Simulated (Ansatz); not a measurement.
NiSi$_{2}$ (fluorite type, space group Fm-3m) is sheared across one {100} plane: the third cell vector gains the shift, so faults repeat every 8.1 Å. The cut lies between planes 1.35 Å apart; the cell height is held.

```
NiSi2
1.0
    3.80918     0.00000     0.00000
    0.00000     3.80918     0.00000
    1.90459     1.90459     8.08048
Ni Si
3 6
Cartesian
  1.74587   1.74587   7.40711
  1.74587   1.74587   2.02012
  3.65046   3.65046   4.71361
  3.65046   1.74587   0.67337
  1.74587   3.65046   3.36687
  3.65046   1.74587   6.06036
  1.74587   3.65046   0.67337
  3.65046   1.74587   3.36687
  1.74587   3.65046   6.06036
```

In-plane vectors a = (3.809, 0.000) Å, b = (0.000, 3.809) Å, area 14.51 Å². The shift is s times the vector a + b (length 5.387 Å), so s = 1 restores the start. The shift is rigid: no atom relaxes. γ = [E(shift) − E(0)] / area.

Method: r2SCAN (plane waves to 500 eV, PAW, scalar-relativistic; Ansatz, a first-principles code). k mesh 11×11×11 (Γ-centred), Fermi-Dirac smearing 0.05 eV. E is the zero-smearing estimate. With partly filled bands, the k mesh leaves noise in γ, roughly 0.02 J/m² as judged from a few cases. Faults lie only 8.1 Å apart, and holding the cell height and the atoms raises γ above its relaxed value. On this mesh the relaxed cell isn't quite at rest: it carries a pressure of -0.1 GPa (compression positive) at the zero of the scan. NiSi2 is run without spin polarisation. NiSi2 was relaxed with its symmetry unable to fall. The zero of γ is zero shift. The last digit holds for this mesh only.

```tsv
s	γ (J/m²)
0.000	0.00
0.083	withheld
0.167	2.34
0.250	3.39
0.333	2.92
0.417	1.87
0.500	1.42
0.583	1.87
0.667	2.92
0.750	3.39
0.833	2.34
0.917	withheld
```

Task: Fit a Fourier form (three harmonics of 1 − cos and sin) to the given rows and predict γ at s = 0.083.

Result: Least squares on the 10 given rows: γ = (0.642)·[1 − cos(2πs)] + (1.323)·[1 − cos(4πs)] + (0.039)·[1 − cos(6πs)], in J/m²; root-mean-square residual 0.043 J/m². At 0.083 the fit gives 0.79 J/m²; the calculation gives 0.71 J/m², so the interpolation is off by 0.08 (+11.3 %). 

(The slope of γ gives the shear force per area between the displaced halves; near zero shift its curvature is an elastic stiffness.)
